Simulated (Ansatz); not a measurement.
The slice is one period of a {110} plane through atoms; its size isn't given.

The numbers are results of PBEsol (plane waves to 420 eV, PAW, scalar-relativistic; Ansatz, a first-principles code), not measurements. Near the nuclei the fields are pseudised (PAW); where an atom keeps semicore shells as valence, they peak there.

```
|8888776655443322222222222222334455667788|
|7777665544332222111111111122223344556677|
|6666555544332211111111111111223344555566|
|5555444433222211110000001111222233444455|
|4444333322221111000000000011112222333344|
|3333332222111100000000000000111122223333|
|2222222211110000000000000000001111222222|
|2211111111110000000000000000001111111111|
|1111111111000000000000000000000011111111|
|1111000000000000000000000000000000000011|
|0000000000000000001111110000000000000000|
|0000000000001111111111111111110000000000|
|0000000000111111222222222211111100000000|
|0000000011111122222222222222111111000000|
|0000000011222222333333333322222211000000|
|0000001111223333334444443333332211110000|
|0000111122333344444455444444333322111100|
|1111112222334444556666665544443322221111|
|1111222233334455667788776655443333222211|
|2222222233444466779999997766444433222222|
|2222223333445566889999998866554433332222|
|3333333333445566779999997766554433333333|
|4444443344444455667788776655444444334444|
|5555444444444455556666665555444444444455|
|6666555544444444444455444444444444555566|
|7777665544444444444444444444444444556677|
|8888776655443333333333333333334455667788|
|8888776655443333332222223333334455667788|
```
Scale: ten equal steps from -1.90 (start of '0') to 1.53 (end of '9'), in the order '0123456789'. Values: log₁₀ of the valence density in e/Å³. The map has 20 points along u (two characters each, u = 0 at the left) and 28 along v (v = 0 in the bottom row). The scale is logarithmic, as a density can span decades between atoms and voids.

```
|xxx233333333333332xx|
|xx13322221112222331x|
|22333222100012223332|
|33332221000001222333|
|22222210000000122222|
|22222110000000112222|
|22221100000000011222|
|11110000000000000111|
|10000000000000000000|
|00000000000000000000|
|00000000000000000000|
|00000000111110000000|
|00000012233322100000|
|00000124556554210000|
|00001346788876431000|
|00012467888887642100|
|00024678888888764200|
|00135788877788875310|
|112478886xxx68887421|
|12368887xxxxx7888632|
|23468987xxxxx7898643|
|23368998xxxxx7998633|
|222479997xxx79997422|
|33334899877789984333|
|22333599988899953332|
|xx12337998889973321x|
|xxx232478888874232xx|
|xxx232355666553232xx|
```
Scale: ten equal steps from 0.01 (start of '0') to 0.74 (end of '9'), in the order '0123456789'. Values: electron localisation function (ELF). The map has 20 points along u (one character each, u = 0 at the left) and 28 along v (v = 0 in the bottom row). Points within 0.5 Å of a nucleus are blanked (x), as the pseudised field means little there.

Which relaxed crystal do these maps come from?
A) BeSe (zinc blende)
B) GaP (zinc blende)
C) InAs (zinc blende)
D) GaAs (zinc blende)

C, InAs (zinc blende). Atoms on the slice: As at (0.50, 0.25); In at (0.00, 0.00)

All were relaxed with their symmetry unable to fall. At this level the bands of InAs touch or barely overlap; measurements give the solid a gap.
